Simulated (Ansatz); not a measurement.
## Run times of several calculations on TiO2

Cell: 24 atoms, space group Pbca, a = 5.138 Å, b = 9.174 Å, c = 5.449 Å, α = 90.00°, β = 90.00°, γ = 90.00°.

All runs are DFT with Ansatz 0.2.0 on 1 thread of Intel Xeon 6975P-C (Granite Rapids) (x86_64; 16 cores open to the job, memory cap 3.0 GiB, no GPU), a shared host.

Problem. Rank the runs by wall time, shortest first.
A. single point at relaxed positions, r2SCAN, gradients read without the response of the cores, 500 eV, 5×3×5 k-points, smearing 0.02 eV
B. single point, PBE, gradients read without the response of the cores, 420 eV, 5×3×5 k-points, smearing 0.02 eV
C. relaxation of the ions, PBE, gradients read without the response of the cores, 420 eV, 5×3×5 k-points, smearing 0.02 eV

Solution. B (24 s, 0.82 GiB), A (45 s, 1.3 GiB), C (78 s, 0.87 GiB).
